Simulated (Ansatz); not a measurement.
Relaxed-ion elastic tensor of MoS2 in space group R3m (No. 160; Mo on 3a, S on 3a, S on 3a) in GPa (Voigt order), the program Ansatz at the r²SCAN+D4 level (PAW); density 4.89 g/cm³, 18.12 Å³ per atom.

```
 231  61.2  11.3   3.3   0.0   0.0
61.2   231  11.3  -3.3   0.0   0.0
11.3  11.3  40.1   0.0   0.0   0.0
 3.3  -3.3   0.0  14.1   0.0   0.0
 0.0   0.0   0.0   0.0  14.1   3.3
 0.0   0.0   0.0   0.0   3.3  84.8
```

Task: Is the crystal mechanically stable?

Result: Yes: the smallest eigenvalue of C is 13.9 GPa.

Task: Work out the Voigt, Reuss and Hill averages.

Result: K_V = 74.4, K_R = 35.1, K_H = 54.7; G_V = 50.5, G_R = 24.2, G_H = 37.4 GPa.

Task: Give Young's modulus, Poisson's ratio, Pugh's ratio and the universal anisotropy index.

Result: E = 9KG/(3K + G) = 91.3 GPa; ν = 0.22; K/G = 1.47 (brittle by the Pugh limit of 1.75); A_U = 5G_V/G_R + K_V/K_R − 6 = 6.53.

Task: Estimate the sound speeds and the Debye temperature.

Result: v_l = √((K + 4G/3)/ρ) = 4620 m/s, v_t = √(G/ρ) = 2760 m/s, mean 3060 m/s; Θ = (h/k)(3n/4πV)^(1/3) v_m = 347 K.

Task: How much does each axis shrink under pressure?

Result: Linear compressibilities β_i = Σ_j S_ij (j = 1 to 3): x 2.5, y 2.5, z 23 per TPa.

The cell was relaxed with r²SCAN+D4 under the symmetry of its start; of distortions, only those at the zone centre were tested. No spin polarisation was allowed.

Potentials: the later of the program's two PAW sets.
